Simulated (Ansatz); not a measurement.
Input and output for bcc Nb (111), 5 layers: DFT, LDA, all-electron LAPW, scalar-relativistic (Ansatz 0.2.0). This run: vacuum of 13 Å.

The slab is cut from a bulk crystal relaxed on PAW files (its atoms may have been relaxed since).

Command: `ansatz run input.yaml --threads 2 --pin off --max-ram 4096MiB --backend cpu --events-out ev --progress --plain --runs-dir out` It took 93 s on 2 threads of Arm Neoverse V2, with other jobs on the host, peak memory 0.82 GiB.

```yaml
crystal:
  lattice:
    - [4.5946883331, 0.0, 0.0]
    - [-2.2973441665, 3.9791168189, 0.0]
    - [0.0, 0.0, 16.2777]
  atoms:
    - { symbol: Nb, position: [0.8333333333, 0.1666666667, 0.3993178693] }
    - { symbol: Nb, position: [0.1666666667, 0.8333333333, 0.4473015002] }
    - { symbol: Nb, position: [0.5, 0.5, 0.4999999836] }
    - { symbol: Nb, position: [0.8333333333, 0.1666666667, 0.5526984937] }
    - { symbol: Nb, position: [0.1666666667, 0.8333333333, 0.6006821307] }
kpoints:
  mp_grid: { grid: [8, 8, 1] }
scf:
  occupations: { method: fermi_dirac, width: 0.1 }
hamiltonian:
  xc: lda
  pseudopotentials: { kind: all_electron, lapw: { basis_error: 0.001 } }
output:
  forces: true
  stress: true
  eigenvalues: true
efield:
  axis: 3
  amplitude: 0
  dipole_correction: true
```

Output:

```
LAPW: plane waves up to 8.719 Å⁻¹, error target 1.0e-3 eV per atom; small_component_spin mean_spin; Nb in spheres of 1.248 Å, 31 of its electrons in bands, Dirac shells [] (how accurate: hamiltonian.pseudopotentials.lapw.basis_error, Limitations)
Engine: ansatz 0.2.0
Pseudopotentials: kind: all_electron
Pseudopotential: Nb, LAPW, valence charge 31, lapw/all_electron/scalar/gaussian/Nb, Koelling and Harmon's equation, gaussian nucleus
Functional definition: SPW92
  exchange = slater_x
  correlation = pw_c
Crystal: 5 atoms, lattice volume = 297.602 Å³
Basis set: ecut = 289.6166558594733 eV, 3321 PW (Γ), exchange–correlation at level 2
Bands: 93, of which v1, the nominal top of the filled ones, is band 78 counted from 1 (77 counted from 0)
Symmetry: 6 space group operations
k-points: 10 of 64 (time reversal used)
Non-local potential: Nb, projectors of the file, none
Initial density: superposition of atomic densities (neutral atoms: chi_scale 0, normalization atom)
Initial wavefunctions: plane waves of lowest kinetic energy (no species holds an atomic orbital)
Functional: x = slater, c = lda
iter 1 solved again at ethr=1.86e-2 eV; its pass at ethr=1.00e-1 eV (dr2=2.89e1 eV) is discarded
SCF iter   1: F=—  HF=-519180.819253 eV  |F-HF|=—  |Δ(HF+E_count)|=         —  Δρ=4.35e-2  dr2=2.89e1  ethr=1.86e-2  p=-0.000 e·Å  D=-7.04e-12 V/Å  ΔV_dip=0.00 eV  dr2_dipole=1.04e-12  V_vac-E_F(+/−)=6.93/6.93 eV  ⟨swp⟩=2.1  Hψ=5679  notcnv=0
efield: sawtooth ramp at fractional position 0.9500 (placed from the atoms, in the widest stretch of the axis that holds none; the zero of the levels goes with the place), width 0.1000; the density the first Hamiltonian is built on has a dipole p = -0.000 e·Å; the dipole correction subtracts the counter field D = -7.64e-12 V/Å, which shifts the + side's vacuum level by +0.00 eV against the − side's; the planar-averaged density in the ramp window peaks in size at 3.1e-5 e/Å³
preconditioner: auto → LDOS  [metal: Δε(μ)=0.033 eV  Ē_g=5.105 eV  σ=0.100 eV  W_gap=0.08  n_scr=66 (ndim 8)  ℏωp=10.8 eV  f_vac=0.623  D(μ)=4.09/eV (n_scr^D=8)  β→1.0]
SCF iter   2: F=—  HF=-519178.328174 eV  |F-HF|=—  |Δ(HF+E_count)|=    2.49e0  Δρ=4.67e-2  dr2=3.82e1  ethr=1.86e-2  p=0.000 e·Å  D=2.36e-7 V/Å  ΔV_dip=-0.00 eV  dr2_dipole=1.86e-11  V_vac-E_F(+/−)=2.59/2.59 eV  ⟨swp⟩=3.0  Hψ=2780  notcnv=0
iter 3 solved again at ethr=1.24e-3 eV; its pass at ethr=1.86e-2 eV (dr2=1.92e0 eV) is discarded
SCF iter   3: F=—  HF=-519174.875448 eV  |F-HF|=—  |Δ(HF+E_count)|=    3.45e0  Δρ=1.05e-2  dr2=1.92e0  ethr=1.24e-3  p=0.000 e·Å  D=3.78e-8 V/Å  ΔV_dip=-0.00 eV  dr2_dipole=1.55e-13  V_vac-E_F(+/−)=4.82/4.82 eV  ⟨swp⟩=2.0  Hψ=4619  notcnv=0
SCF iter   4: F=—  HF=-519174.643003 eV  |F-HF|=—  |Δ(HF+E_count)|=         —  Δρ=2.40e-3  dr2=8.62e-2  ethr=1.24e-3  p=0.000 e·Å  D=1.84e-8 V/Å  ΔV_dip=-0.00 eV  dr2_dipole=1.29e-12  V_vac-E_F(+/−)=4.17/4.17 eV  ⟨swp⟩=2.0  Hψ=2775  notcnv=0
the basis was enlarged: its passes take 1.3 MiB over the memory plan, 2 of 2 planned eigensolver slots
SCF iter   5: F=—  HF=-519174.626539 eV  |F-HF|=—  |Δ(HF+E_count)|=   1.65e-2  Δρ=6.53e-4  dr2=2.71e-3  ethr=5.56e-5  p=0.000 e·Å  D=8.02e-8 V/Å  ΔV_dip=-0.00 eV  dr2_dipole=1.67e-12  V_vac-E_F(+/−)=3.98/3.98 eV  ⟨swp⟩=3.0  Hψ=2969  notcnv=0
SCF iter   6: F=—  HF=-519174.626133 eV  |F-HF|=—  |Δ(HF+E_count)|=   4.07e-4  Δρ=2.11e-4  dr2=4.38e-4  ethr=1.75e-6  p=0.000 e·Å  D=3.80e-8 V/Å  ΔV_dip=-0.00 eV  dr2_dipole=2.96e-16  V_vac-E_F(+/−)=3.96/3.96 eV  ⟨swp⟩=3.0  Hψ=2886  notcnv=0
SCF iter   7: F=—  HF=-519174.626103 eV  |F-HF|=—  |Δ(HF+E_count)|=   3.00e-5  Δρ=5.23e-5  dr2=9.51e-6  ethr=2.82e-7  p=0.000 e·Å  D=2.28e-8 V/Å  ΔV_dip=-0.00 eV  dr2_dipole=4.74e-17  V_vac-E_F(+/−)=3.97/3.97 eV  ⟨swp⟩=2.0  Hψ=2822  notcnv=0
SCF iter   8: F=—  HF=-519174.626105 eV  |F-HF|=—  |Δ(HF+E_count)|=   2.84e-6  Δρ=1.27e-5  dr2=1.64e-6  ethr=6.14e-9  p=0.000 e·Å  D=2.17e-8 V/Å  ΔV_dip=-0.00 eV  dr2_dipole=2.65e-15  V_vac-E_F(+/−)=3.97/3.97 eV  ⟨swp⟩=3.0  Hψ=2966  notcnv=0
SCF iter   9: F=-519174.626105 eV  HF=-519174.626105 eV  |F-HF|=1.11e-8  |Δ(HF+E_count)|=   8.77e-8  Δρ=2.72e-6  dr2=2.68e-8  ethr=1.05e-9  p=0.000 e·Å  D=1.99e-8 V/Å  ΔV_dip=-0.00 eV  dr2_dipole=3.66e-15  V_vac-E_F(+/−)=3.97/3.97 eV  ⟨swp⟩=2.0  Hψ=2822  notcnv=0
WARN: efield: at this solve's end the planar-averaged density reaches 1.35e-5 e/Å³ inside the ramp window [0.8886, 0.1114] (bound 1e-5 e/Å³); the window's nearer edge stands 4.69 Å from this solve's nearest atom along the axis. Its work functions, free energy, forces, stress, dipole, levels and responses can be off, and this figure does not tell by how much. A short vacuum, a low `basis.ecutwfc` or `basis.ecutrho_ratio` and negative occupations (`scf.occupations.method`) can put density there. See the manual's quickstart, § The vacuum guard
SCF 1 converged in 9 iterations: F = -519174.626105 eV  dr2 = 2.68e-8
SCF converged after 9 iterations
Free energy (F): -519174.626105 eV
[... lines left out ...]
Entropy (-TS):   -0.159218 eV (-31.844 meV/atom)
Fermi energy:    3.334918 eV
Dipole field:    D = 0.000000 V/Å  (p = 0.000000 e·Å, saw-weighted, corrected)
Work function:   Φ+ = 3.9706 eV   Φ− = 3.9707 eV
Levels:          The Fermi level and band energies are counted from a zero that moves with the ramp; work functions are not
Vacuum region:   at the solve's end the planar-averaged density reaches 1.35e-5 e/Å³ inside the ramp window [0.8886, 0.1114] (bound 1e-5 e/Å³)
--- Per-component energies (eV) ---
  E_band       = -25180.922066
  E_kinetic    = 536961.975349
  E_xc         = -15642.520484
  E_efield     = 0.000000  (sawtooth field / dipole correction)
  E_electrostatic = -1040493.921752  (all electrons and nuclei)
  E_smearing   = -0.159218  (= −TS)
  E_closure    = 0.000000  (closes the sum)
  E_atoms      = -519124.548231  (free atoms, spherical and without spin; not in F)
  Σ components = -519174.626105   (vs F -519174.626105, Δ=0.00e0)
  Basis errors (estimates in eV, not in F): energy 4.0e-4 per atom: plane waves 3.7e-4 (2.2e-4 summed), levels above the bands 5.9e-21, relativity 1.5e-8, radial functions 2.9e-5, core shells 1.9e-10; eigenvalues (radial functions only) 4.0e-7; not estimated: angular momenta, meshes, grids; target (lapw.basis_error) 1.0e-3; muffin-tin radii Nb 1.248 Å
--- Forces (eV/Å), atoms counted from 1 ---
  atom   1  Nb     0.00000000     0.00000000     0.00048939
  atom   2  Nb    -0.00000000    -0.00000000     0.00070074
  atom   3  Nb    -0.00000000    -0.00000000     0.00000214
  atom   4  Nb     0.00000000     0.00000000    -0.00070122
  atom   5  Nb    -0.00000000    -0.00000000    -0.00049107
  max |Σ_I F_I| component: 2.92e-8 eV/Å
--- Stress (GPa, compression-positive) ---
       -2.303671      -0.000000       0.000000
       -0.000000      -2.303671       0.000000
        0.000000       0.000000      -0.001959
  P = ⅓ Tr σ = -1.5364 GPa (-15.364 kbar)
--- Band table (eV; the first three rows and the last of 10) ---
  k-point 0: bands = ["-430.2569", "-430.2569", "-430.2558", "-429.6557", "-429.6557", "-338.8796", "-338.8796", "-338.8741", "-338.8741", "-338.8722", "-338.8716", "-338.8716", "-338.8716", "-338.8716", "-338.2784", "-338.2784", "-338.2712", "-338.2712", "-338.2712", "-338.2712", "-189.1384", "-189.1319", "-189.1319", "-189.1300", "-189.1300", "-189.1300", "-189.1300", "-189.1101", "-189.1101", "-189.1101", "-189.1101", "-189.1098", "-189.1098", "-189.1030", "-189.1030", "-188.5337", "-188.5337", "-188.5337", "-188.5337", "-188.5086", "-188.5086", "-188.5086", "-188.5086", "-188.5075", "-188.5075", "-51.1443", "-50.9974", "-50.9425", "-50.4692", "-50.4039", "-27.7318", "-27.6533", "-27.4754", "-27.4754", "-27.4544", "-27.4544", "-27.2599", "-27.2599", "-27.0705", "-26.5116", "-26.5116", "-26.2820", "-26.2581", "-26.2581", "-26.2306", "-1.5509", "-0.0668", "-0.0668", "0.8686", "1.8906", "1.8906", "2.2831", "2.3107", "2.3107", "2.3967", "2.7410", "2.7649", "2.7649", "3.4102", "3.4102", "4.1708", "5.4195", "5.4195", "5.8260", "5.8260", "5.9354", "6.4999", "6.5575", "6.5575", "7.1924", "7.1924", "7.5911", "7.7555"]
  k-point 1: bands = ["-430.2569", "-430.2569", "-430.2558", "-429.6557", "-429.6557", "-338.8796", "-338.8796", "-338.8741", "-338.8741", "-338.8722", "-338.8716", "-338.8716", "-338.8716", "-338.8716", "-338.2784", "-338.2784", "-338.2712", "-338.2712", "-338.2712", "-338.2712", "-189.1384", "-189.1319", "-189.1319", "-189.1300", "-189.1300", "-189.1300", "-189.1300", "-189.1101", "-189.1101", "-189.1101", "-189.1101", "-189.1098", "-189.1098", "-189.1030", "-189.1030", "-188.5337", "-188.5337", "-188.5337", "-188.5337", "-188.5086", "-188.5086", "-188.5086", "-188.5086", "-188.5075", "-188.5075", "-51.1333", "-50.9972", "-50.9453", "-50.4712", "-50.4110", "-27.7590", "-27.6693", "-27.6263", "-27.5740", "-27.3196", "-27.2910", "-27.2469", "-27.2291", "-27.0846", "-26.5085", "-26.5047", "-26.3105", "-26.2736", "-26.2582", "-26.2263", "-1.3449", "0.0300", "0.0441", "0.8518", "1.4319", "1.7577", "2.0037", "2.2512", "2.4528", "2.4692", "2.7396", "2.7526", "3.2687", "3.5113", "3.6381", "4.3346", "5.2484", "5.3284", "5.7027", "5.7399", "5.9491", "6.5060", "6.5479", "6.6625", "7.1583", "7.2518", "7.7009", "7.8200"]
  k-point 2: bands = ["-430.2569", "-430.2569", "-430.2558", "-429.6557", "-429.6557", "-338.8796", "-338.8796", "-338.8741", "-338.8741", "-338.8722", "-338.8716", "-338.8716", "-338.8716", "-338.8716", "-338.2784", "-338.2784", "-338.2712", "-338.2712", "-338.2712", "-338.2712", "-189.1384", "-189.1319", "-189.1319", "-189.1300", "-189.1300", "-189.1300", "-189.1300", "-189.1101", "-189.1101", "-189.1101", "-189.1101", "-189.1098", "-189.1098", "-189.1030", "-189.1030", "-188.5337", "-188.5337", "-188.5337", "-188.5337", "-188.5086", "-188.5086", "-188.5086", "-188.5086", "-188.5075", "-188.5075", "-51.1038", "-50.9983", "-50.9533", "-50.4755", "-50.4296", "-27.8284", "-27.7608", "-27.6986", "-27.5524", "-27.3049", "-27.2603", "-27.1339", "-27.0996", "-27.0654", "-26.5411", "-26.4878", "-26.4078", "-26.2592", "-26.2491", "-26.2193", "-0.7960", "0.1949", "0.3655", "0.7755", "1.0821", "1.6260", "1.6483", "2.1576", "2.4173", "2.5750", "2.6507", "2.7077", "3.7042", "3.7350", "3.9739", "4.9081", "4.9753", "5.1402", "5.3235", "5.5985", "5.9217", "6.5419", "6.6804", "6.8091", "7.0956", "7.1104", "7.5088", "7.6376"]
  k-point 9: bands = ["-430.2569", "-430.2569", "-430.2558", "-429.6557", "-429.6557", "-338.8796", "-338.8796", "-338.8741", "-338.8741", "-338.8722", "-338.8716", "-338.8716", "-338.8716", "-338.8716", "-338.2784", "-338.2784", "-338.2712", "-338.2712", "-338.2712", "-338.2712", "-189.1384", "-189.1319", "-189.1319", "-189.1300", "-189.1300", "-189.1300", "-189.1300", "-189.1101", "-189.1101", "-189.1101", "-189.1101", "-189.1098", "-189.1098", "-189.1030", "-189.1030", "-188.5337", "-188.5337", "-188.5337", "-188.5337", "-188.5086", "-188.5086", "-188.5086", "-188.5086", "-188.5075", "-188.5075", "-51.0262", "-51.0157", "-50.9748", "-50.4762", "-50.4715", "-27.8799", "-27.8594", "-27.6187", "-27.5078", "-27.4303", "-27.3359", "-27.0710", "-27.0287", "-26.9612", "-26.5169", "-26.4862", "-26.3785", "-26.3765", "-26.2000", "-26.1925", "0.0839", "0.3904", "0.6361", "0.8302", "0.9599", "1.1170", "2.0327", "2.3625", "2.4329", "2.8600", "3.0363", "3.2935", "3.4825", "3.4975", "4.1024", "4.2389", "4.5182", "4.8033", "5.1495", "5.4169", "5.7765", "6.1241", "6.3772", "6.7630", "7.1631", "7.3815", "7.5988", "7.9580"]
```

The cell is 1×1, so reconstructions are forbidden, and in slabs of four or five layers the relaxations can be far larger than at a real surface. The program warned of electron density in the middle of the vacuum in some runs, so work functions there carry some error.
